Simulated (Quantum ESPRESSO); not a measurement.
pw.x input (Quantum ESPRESSO 7.5; PBEsol, PseudoDojo standard norm-conserving files, scalar-relativistic):

```
&CONTROL
  calculation = 'scf'
  pseudo_dir = './pseudo'
  outdir = './out'
  tprnfor = .true.
  tstress = .true.
/
&SYSTEM
  ibrav = 0
  nat = 8
  ntyp = 4
  ecutwfc = 102.0
  ecutrho = 408.0
  occupations = 'smearing'
  smearing = 'fd'
  degauss = 0.002
  nbnd = 40
/
&ELECTRONS
  conv_thr = 8e-10
/
ATOMIC_SPECIES
H 1.0080 H.upf
O 15.9990 O.upf
F 18.9984 F.upf
Cd 112.4140 Cd.upf
CELL_PARAMETERS angstrom
  3.534360000000   0.000000000000   0.000000000000
  0.000000000000   4.844690000000   0.000000000000
 -0.008163000000   0.000000000000   5.627954000000
ATOMIC_POSITIONS crystal
H   0.749700000000   0.684170000000   0.272400000000
H   0.250300000000   0.184170000000   0.727600000000
O   0.248160000000   0.021550000000   0.619690000000
O   0.751840000000   0.521550000000   0.380310000000
F   0.248870000000   0.479750000000   0.894200000000
F   0.751130000000   0.979750000000   0.105800000000
Cd   0.747760000000   0.754530000000   0.733370000000
Cd   0.252240000000   0.254530000000   0.266630000000
K_POINTS automatic
8 6 6 0 0 0
```

End of the output:

```
     total energy              =    -867.53455053 Ry
     estimated scf accuracy    <       0.00000021 Ry
     total energy              =    -867.53455058 Ry
     estimated scf accuracy    <          9.0E-09 Ry
     total energy              =    -867.53455058 Ry
     estimated scf accuracy    <          9.2E-10 Ry
[...]
     the Fermi energy is     6.6929 ev
!    total energy              =    -867.53455058 Ry
     estimated scf accuracy    <          2.7E-11 Ry
     smearing contrib. (-TS)   =      -0.00000000 Ry
     internal energy E=F+TS    =    -867.53455058 Ry
     The total energy is F=E-TS. E is the sum of the following terms:
     one-electron contribution =    -511.80478912 Ry
     hartree contribution      =     280.58374678 Ry
     xc contribution           =    -135.76285984 Ry
     ewald contribution        =    -500.55064841 Ry
     convergence has been achieved in  11 iterations
     Forces acting on atoms (cartesian axes, Ry/au):
     atom    1 type  1   force =     0.00084471   -0.00377187    0.00188785
     atom    2 type  1   force =    -0.00084471   -0.00377187   -0.00188785
     atom    3 type  2   force =     0.00074386   -0.00137244    0.00223864
     atom    4 type  2   force =    -0.00074386   -0.00137244   -0.00223864
     atom    5 type  3   force =     0.00029630    0.00238117   -0.00151029
     atom    6 type  3   force =    -0.00029630    0.00238117    0.00151029
     atom    7 type  4   force =     0.00070864    0.00276315   -0.00489732
     atom    8 type  4   force =    -0.00070864    0.00276315    0.00489732
     Total force =     0.011499     Total SCF correction =     0.000027
     Computing stress (Cartesian axis) and pressure
          total   stress  (Ry/bohr**3)                   (kbar)     P=      -49.34
  -0.00036262   0.00000000   0.00000109          -53.34        0.00        0.16
   0.00000000  -0.00031378   0.00000000            0.00      -46.16        0.00
   0.00000109   0.00000000  -0.00032980            0.16        0.00      -48.52
```
In a gapped system the printed Fermi energy is only some level inside the gap.

Spin-orbit coupling is not included.

Geometry of the Materials Project entry, not relaxed at this level.
